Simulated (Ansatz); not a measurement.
A geometry of Pb away from equilibrium: step 2 of the relaxation of a generated cell, Pb built in the black-P structure type. The numbers are results of PBEsol (plane waves to 420 eV, PAW, scalar-relativistic; Ansatz, a first-principles code), not measurements. Γ-centred k-mesh 8×8×6 on the run's cell (coarser than for final values), Fermi–Dirac smearing 0.05 eV. The plane waves were selected for a different cell earlier on the path.

```xyz
4
Lattice="2.1884 -6.7278 0.0000 2.1884 6.7278 0.0000 0.0000 0.0000 5.6685" Properties=species:S:1:pos:R:3 pbc="T T T"
Pb     2.1884     1.4669     3.2000
Pb     2.1884    -1.4669     2.4685
Pb     2.1884    -5.2610     5.3028
Pb     2.1884     5.2610     0.3658
```

**Question.** What forces act on the atoms (eV/Å)?

**Answer.** 
```csv
atom,Fx,Fy,Fz
Pb1,0.00,0.39,-0.37
Pb2,0.00,-0.39,0.37
Pb3,0.00,0.39,0.37
Pb4,0.00,-0.39,-0.37
```

The path ends in Fmmm (No. 69). No spin polarisation in the result.

The run could not lower the symmetry of its start; a shaken copy of this end point relaxes with PBEsol to Immm (No. 71) at a tolerance of 0.01 Å, Fm-3m (No. 225) at 0.1 Å, 0.07 eV/atom lower.

The end of the path is a generated cell of Pb: the first start was made by placing the elements on the sites of a structure type, and the end was not matched to a known phase here, so it may be hypothetical. Known forms of Pb include space group No. 225.
